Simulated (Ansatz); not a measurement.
Te (trigonal-Te type, space group P3_121)

```xyz
3
Lattice="4.5182 0.0000 0.0000 -2.2591 3.9129 0.0000 0.0000 0.0000 5.9555" Properties=species:S:1:pos:R:3 pbc="T T T"
Te     1.2129     0.0000     1.9852
Te    -0.6064     1.0504     3.9704
Te     1.6527     2.8625     0.0000
```

The slice is a (1 -1 0 0) plane (indices of the conventional cell) through the point (0.268, 0.000, 0.333) (fractional), spanned by u = [110] and v = [001] in vectors of this cell: u (4.52 Å) and v (5.96 Å, at 90° to u). It covers one period; positions are fractions (u, v).

Method: PBE (plane waves to 420 eV, PAW, scalar-relativistic; Ansatz, a quantum-chemistry and plane-wave program). k mesh 9×9×6. Inside the PAW spheres the values are not all-electron values, and peaks at nuclei hang on which shells count as valence. Spin-orbit coupling is left out, though Te is heavy. Te was relaxed with its symmetry unable to fall.

**Question.** Sketch the density of the lowest conduction band (whole band as if filled, smooth part) on this plane as a map.

**Answer.** 
```
|  :-:.    .=%#:|
|-:-:..... .:+#+|
|+=-:....:.. :=+|
|-::...:---:. .:|
|......:-===-:..|
|    ..:-=+++-:.|
|    ..:--=++=:.|
|     ..::-==-. |
|     ....::::. |
|      ......   |
|      ....     |
|       ...     |
|       ...     |
|        .      |
|....           |
|---:.       ..:|
|++*=:.     .:==|
|-=**-.    .-**=|
|  -+-.    :+%*.|
|  :=-.    :*@* |
```
Scale: ten equal steps from 0.002 (start of ' ') to 0.072 (end of '@'), in the order ' .:-=+*#%@'. Values: density of the lowest conduction band (whole band as if filled, smooth part) in e/Å³. The map has 15 points along u (one character each, u = 0 at the left) and 20 along v (v = 0 in the bottom row).
